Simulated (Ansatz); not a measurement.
The relaxed structure here is a generated cell of In2O3: the first start was made by placing the elements on the sites of a structure type, and the end was not matched to a known phase here, so it may be hypothetical. Known forms of In2O3 include space group No. 206.

The end point of a relaxation of In₂O₃. Space group Pnma (No. 62). Method: PBEsol (plane waves to 420 eV, PAW, scalar-relativistic; Ansatz, a program for electronic structure).

Space group Pnma (No. 62); a = 7.583 Å, b = 3.086 Å, c = 10.206 Å, α = β = γ = 90.00°

| atom | site | symmetry | x | y | z |
|---|---|---|---|---|---|
| In | 4c | .m. | 0.0160 | 0.7500 | 0.2405 |
| In | 4c | .m. | 0.2262 | 0.2500 | 0.4978 |
| O | 4c | .m. | 0.2378 | 0.2500 | 0.8510 |
| O | 4c | .m. | 0.4550 | 0.2500 | 0.1099 |
| O | 4c | .m. | 0.1006 | 0.2500 | 0.1051 |

* **Volume per atom**: 11.94 Å³
* **Band gap**: 0.45 eV, indirect (valence top at k = (0, 0.2222, 0), conduction bottom at Γ) (no spin-orbit coupling)
* **Smallest direct gap**: 0.56 eV at Γ
* **Shortest distances**: In–O 2.14 Å; O–O 2.69 Å; In–In 3.09 Å
* **k-mesh**: 4×9×3

Band energies at high-symmetry points (eV from the VBM; labels of this space group; no spin-orbit coupling), from −5 eV up to 5.5 eV:

| point | energies |
|---|---|
| Γ | -4.63 -4.23 -3.87 -3.85 -3.16 -2.94 -2.79 -2.46 -2.41 -2.37 -2.19 -1.66 -1.51 -1.36 -1.34 -1.29 -1.16 -1.14 -1.08 -0.90 -0.77 -0.60 -0.53 -0.50 -0.45 -0.33 -0.32 -0.22 -0.19 -0.17 -0.11 0.45 3.30 3.48 3.76 5.00 5.14 5.18 |
| X | -4.57 -4.57 -3.74 -3.74 -3.21 -3.21 -2.94 -2.94 -2.13 -2.13 -1.91 -1.91 -1.70 -1.70 -1.49 -1.49 -1.41 -1.41 -1.32 -1.32 -0.86 -0.86 -0.82 -0.82 -0.69 -0.69 -0.50 -0.50 -0.40 -0.40 -0.19 -0.19 2.51 2.51 3.97 3.97 4.80 4.80 |
| S | -4.47 -4.47 -4.47 -4.47 -3.94 -3.94 -3.94 -3.94 -3.64 -3.64 -3.64 -3.64 -2.37 -2.37 -2.37 -2.37 -1.61 -1.61 -1.61 -1.61 -1.47 -1.47 -1.47 -1.47 -0.54 -0.54 -0.54 -0.54 -0.15 -0.15 -0.15 -0.15 4.61 4.61 4.61 4.61 |
| Y | -4.65 -4.65 -4.17 -4.17 -3.91 -3.91 -3.52 -3.52 -2.90 -2.90 -2.62 -2.62 -2.54 -2.54 -1.72 -1.72 -1.37 -1.37 -1.20 -1.20 -1.03 -1.03 -0.57 -0.57 -0.51 -0.51 -0.43 -0.43 -0.33 -0.33 3.84 3.84 4.54 4.54 |
| Z | -3.70 -3.70 -3.39 -3.39 -2.78 -2.78 -2.62 -2.62 -2.21 -2.21 -1.97 -1.97 -1.37 -1.37 -1.13 -1.13 -0.97 -0.97 -0.81 -0.81 -0.67 -0.67 -0.52 -0.52 -0.42 -0.42 -0.21 -0.21 -0.14 -0.14 1.83 1.83 3.86 3.86 4.98 4.98 |
| U | -4.39 -4.39 -4.26 -4.26 -2.71 -2.71 -2.58 -2.58 -2.31 -2.31 -2.02 -2.02 -1.78 -1.78 -1.72 -1.72 -1.37 -1.37 -1.37 -1.37 -0.87 -0.87 -0.84 -0.84 -0.61 -0.61 -0.50 -0.50 -0.44 -0.44 -0.13 -0.13 3.08 3.08 3.15 3.15 5.14 5.14 |
| R | -4.44 -4.44 -4.44 -4.44 -4.10 -4.10 -4.10 -4.10 -3.48 -3.48 -3.48 -3.48 -2.31 -2.31 -2.31 -2.31 -1.77 -1.77 -1.77 -1.77 -1.44 -1.44 -1.44 -1.44 -0.49 -0.49 -0.49 -0.49 -0.15 -0.15 -0.15 -0.15 4.58 4.58 4.58 4.58 |
| T | -4.83 -4.83 -4.09 -4.09 -3.94 -3.94 -3.11 -3.11 -2.91 -2.91 -2.62 -2.62 -2.46 -2.46 -2.30 -2.30 -1.43 -1.43 -1.08 -1.08 -0.93 -0.93 -0.52 -0.52 -0.52 -0.52 -0.39 -0.39 -0.33 -0.33 3.75 3.75 4.58 4.58 |

No spin polarisation in the result.

The run could not lose the symmetry of its start, so the end can be a saddle point.
